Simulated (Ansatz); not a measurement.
Ni (fcc (Cu type)), relaxed with r²SCAN (Ansatz, a first-principles code, plane waves, PAW): a = 3.479 Å, b = 3.479 Å, c = 3.479 Å, α = 90.00°, β = 90.00°, γ = 90.00°.

```
Property                                                                       Result
---------------------------  --------------------------------------------------------
B₀ by P(V) fit (GPa)                                                              216
K_Hill (GPa)                                                                      218
G_Hill (GPa)                                                                      108
Θ_D (K)                                                                           517
spin order and moments (μB)  ferromagnetic; net 0.75 per atom; largest site about 0.8
```

Question: The same phase is relaxed and computed with PBE+D3(BJ) in the same code. What are the cell and these values now?

Answer: a = 3.478 Å, b = 3.478 Å, c = 3.478 Å, α = 90.00°, β = 90.00°, γ = 90.00°.

* **B₀ by P(V) fit (GPa)**: 218
* **K_Hill (GPa)**: 219
* **G_Hill (GPa)**: 107
* **Θ_D (K)**: 515
* **spin order and moments (μB)**: ferromagnetic; net 0.63 per atom; largest site about 0.7

Spin orders computed, not proven ground states: Ni, fcc (Cu type) with r²SCAN ferromagnetic; Ni, fcc (Cu type) with PBE+D3(BJ) ferromagnetic. All cells were relaxed under the symmetry of their starts (and spin orders); stability against distortions was not tested throughout.

Potentials: the later of the program's two PAW sets.

Ansatz is a plane-wave DFT program.
